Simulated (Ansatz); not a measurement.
Crystals of one structure type (rock salt), relaxed and computed with the program Ansatz at the HSE06 level (PAW).

| crystal | a (Å) | gap (eV) | B₀ by P(V) fit (GPa) |
|---|---|---|---|
| KF | 5.369 | 8.10 | 31.6 |
| KCl | 6.345 | 6.41 | 17.2 |
| KBr | 6.666 | 5.52 | 14.2 |
| KI | … | … | … |

Problem. What belongs in the gaps?

Solution. 
- KI, a (Å): 7.144
- KI, gap (eV): 4.88
- KI, B₀ by P(V) fit (GPa): 11.1

All cells were relaxed under the symmetry of their starts (and spin orders); stability against distortions was not tested throughout. Scalar-relativistic: spin–orbit coupling is off unless named, which matters more the heavier the elements.

Potentials: the later of the program's two PAW sets.
